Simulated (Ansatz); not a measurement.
Relaxed candidate structures of Rh:

A. I4/mmm (No. 139), tI4; a = 2.670 Å, b = 2.670 Å, c = 8.465 Å, α = 90.00°, β = 90.00°, γ = 90.00°; Rh 4e (0.000, 0.000, 0.142)

B. P6₃/mmc (No. 194), hP4, AFLOW prototype A_hP4_194_ac (A3', as in La); a = 2.6887 Å, b = 2.6887 Å, c = 8.7799 Å, α = 90.00°, β = 90.00°, γ = 120.00°; Rh 2a (0.000, 0.000, 0.000); Rh 2c (0.333, 0.667, 0.250)

C. P4₃2₁2 (No. 96), tP12; a = 4.8219 Å, b = 4.8219 Å, c = 7.5142 Å, α = 90.00°, β = 90.00°, γ = 90.00°; Rh 4a (0.267, 0.267, 0.500); Rh 8b (0.408, 0.263, 0.166)

D. Pm-3m (No. 221), cP3; a = 3.6545 Å, b = 3.6545 Å, c = 3.6545 Å, α = 90.00°, β = 90.00°, γ = 90.00°; Rh 3c (0.000, 0.500, 0.500)

E. R-3m, hexagonal axes (No. 166), hR3; a = b = 3.792 Å, c = 11.741 Å, α = β = 90.00°, γ = 120.00°; Rh 3a (0.000, 0.000, 0.000); Rh 6c (0.000, 0.000, 0.221)

F. P6₃/mmc (No. 194), hP2, hcp (Mg type); a = 2.7021 Å, b = 2.7021 Å, c = 4.3549 Å, α = 90.00°, β = 90.00°, γ = 120.00°; Rh 2c (0.333, 0.667, 0.250)

Task: Put the candidates in order of energy per atom, lowest first, for r2SCAN (plane waves to 500 eV, PAW, scalar-relativistic; Ansatz, a program for electronic structure).

Result: B (reference), F (+0.03 eV/atom), C (+0.29 eV/atom), A (+0.33 eV/atom), E (+0.54 eV/atom), D (+0.66 eV/atom)

The lowest structure calculated, Fm-3m, cF4, fcc (Cu type), is not among these; it lies 0.02 eV/atom below the lowest of them. Each run could gain symmetry but not lose that of its start, so entries can be saddle points. All of these are generated cells (placed on structure types, drawn at random, substituted or restacked) that were not matched to a known phase here. Energies are at zero temperature and pressure, without zero-point motion. Each cell has its own k-point mesh; energy differences are given only to the digits this allows. No spin polarisation in the result.
